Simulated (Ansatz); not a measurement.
Se:
```cif
data_Se3
_chemical_formula_sum 'Se3'
_space_group_name_H-M_alt 'P 1'
_space_group_IT_number 1
_cell_length_a 4.52804
_cell_length_b 4.52804
_cell_length_c 5.04320
_cell_angle_alpha 90.000
_cell_angle_beta 90.000
_cell_angle_gamma 120.000
loop_
_space_group_symop_operation_xyz
  'x, y, z'
loop_
_atom_site_label
_atom_site_type_symbol
_atom_site_fract_x
_atom_site_fract_y
_atom_site_fract_z
_atom_site_occupancy
Se1 Se 0.21848 0.00000 0.83333 1
Se2 Se 0.00000 0.21848 0.16667 1
Se3 Se 0.78152 0.78152 0.50000 1
```

Relaxed with plane-wave PAW PBE (Ansatz code). Indices refer to the conventional cell of P3_121, a = b = 4.5280 Å, c = 5.0432 Å, α = β = 90.00°, γ = 120.00°.

**Question.** Simulate the powder diffraction pattern (Cu Kα, λ = 1.54184 Å; lines above 1 %) up to 2θ = 90°.

**Answer.** Simulated powder pattern, Cu Kα, λ = 1.54184 Å (kinematic, ideal powder, no thermal factors, no anomalous dispersion; the 30 strongest lines at most, above 1 %, up to 2θ = 90°):

```tsv
2θ (°)	d (Å)	I/Imax (%)	hkl
22.68	3.921	51	(1 0 -1 0)
28.84	3.096	100	(1 0 -1 1)+(0 1 -1 1)
39.82	2.264	16	(1 1 -2 0)
42.63	2.121	34	(0 1 -1 2)+(1 0 -1 2)
43.83	2.065	28	(1 1 -2 1)
46.31	1.961	2.7	(2 0 -2 0)
49.90	1.827	25	(2 0 -2 1)+(0 2 -2 1)
54.47	1.685	14	(1 1 -2 2)
54.59	1.681	6.9	(0003)
59.74	1.548	14	(0 2 -2 2)+(2 0 -2 2)
59.86	1.545	6.7	(1 0 -1 3)+(0 1 -1 3)
62.68	1.482	20	(2 1 -3 0)
65.66	1.422	6.6	(1 2 -3 1)+(2 1 -3 1)
69.67	1.350	6.1	(1 1 -2 3)
74.22	1.278	4.6	(2 1 -3 2)+(1 2 -3 2)
74.32	1.276	1.3	(2 0 -2 3)+(0 2 -2 3)
75.07	1.265	8.0	(0 3 -3 1)+(3 0 -3 1)
79.92	1.200	5.3	(1 0 -1 4)+(0 1 -1 4)
83.26	1.160	6.1	(3 0 -3 2)+(0 3 -3 2)
85.85	1.132	2.2	(2 2 -4 0)
87.80	1.112	16	(2 1 -3 3)+(1 2 -3 3)
88.53	1.105	3.3	(2 2 -4 1)
88.83	1.102	3.7	(1 1 -2 4)
```

The cell was relaxed with PBE under the symmetry of its start. A crystal of weakly bound chains computed without a dispersion correction: the cell and the soft elastic constants depend strongly on that.

Potentials: the later of the program's two PAW sets.
